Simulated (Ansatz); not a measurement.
Relax this structure to zero stress and force, keeping its symmetry:

```
Ti Si
1.0
     2.52284    1.45656    4.44090
    -2.52284    1.45656    4.44090
     0.00000   -2.91312    4.44090
Ti Si
5 1
Direct
  0.15144 0.15144 0.15144
  0.60535 0.39465 0.00000
  0.00000 0.60535 0.39465
  0.84856 0.84856 0.84856
  0.39465 0.00000 0.60535
  0.50000 0.50000 0.50000
```

Computed with Ansatz 0.2.0, DFT r2SCAN, scalar-relativistic, plane waves, PAW.

Cutoff 500 eV; k points 12×12×12 on the computed 6-atom cell (Γ-centred); Gaussian smearing, width 0.10 eV; no spin polarisation.

Problem. What does it relax to?

Solution. The volume decreases by 0.15 Å³/atom to 16.17 Å³/atom, and the energy falls by 0.7 meV/atom. Final structure:
```
Ti Si
1.0
     2.51695    1.45316    4.42144
    -2.51695    1.45316    4.42144
     0.00000   -2.90632    4.42144
Ti Si
5 1
Direct
  0.15106 0.15106 0.15106
  0.60369 0.39631 0.00000
  0.00000 0.60369 0.39631
  0.84894 0.84894 0.84894
  0.39631 0.00000 0.60369
  0.50000 0.50000 0.50000
```

Course of the relaxation (steps run on the plane waves of an earlier cell, and the basis is chosen afresh near the end, so energy and pressure can step there; trial steps that raised the energy were taken back; energies are free energies):

```
step E − E_final (meV/atom) largest force component (eV/Å) P (GPa) V (Å³/atom)
   1                     0.7                           0.063    -1.25        16.32
   2                     0.3                           0.072     0.98        16.05
   3                    -0.1                           0.004    -0.02        16.17
   4                     0.0                           0.004    -0.03        16.17
```